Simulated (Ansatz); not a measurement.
SrO (rock salt)

```
SrO
1.0
    0.00000     2.56110     2.56110
    2.56110     0.00000     2.56110
    2.56110     2.56110     0.00000
O Sr
1 1
Direct
  0.00000   0.00000   0.00000
  0.50000   0.50000   0.50000
```

Scan: atom 2 (Sr, nearest neighbour O at 2.561 Å; its periodic images, 3.6 Å or more away, move with it) is displaced along Cartesian [111], direction (0.577, 0.577, 0.577) in Cartesian axes, by s. The other atoms stay.

Calculation: PBEsol (plane waves to 420 eV, PAW, scalar-relativistic; Ansatz, a quantum-chemistry and plane-wave program). k mesh 9×9×9 (Γ-centred), Fermi-Dirac smearing 0.05 eV. Energies are smeared free energies. Compression counts positive. SrO was relaxed with its symmetry unable to fall. The zero of ΔE is the undisplaced structure.

Problem. Estimate the ΔE (meV/cell) and P (GPa) for s (Å) = -0.616, -0.462, 0.154, 0.308, 0.616, 0.770.

Solution. 
| s (Å) | ΔE (meV/cell) | P (GPa) |
|---|---|---|
| -0.616 | 464 | 10.0 |
| -0.462 | 249 | 5.7 |
| 0.154 | 25 | 0.6 |
| 0.308 | 104 | 2.5 |
| 0.616 | 464 | 10.0 |
| 0.770 | 744 | 15.1 |

(A displaced cell: forces are minus the slopes of the energy, force constants its curvatures, and phonons follow from these.)
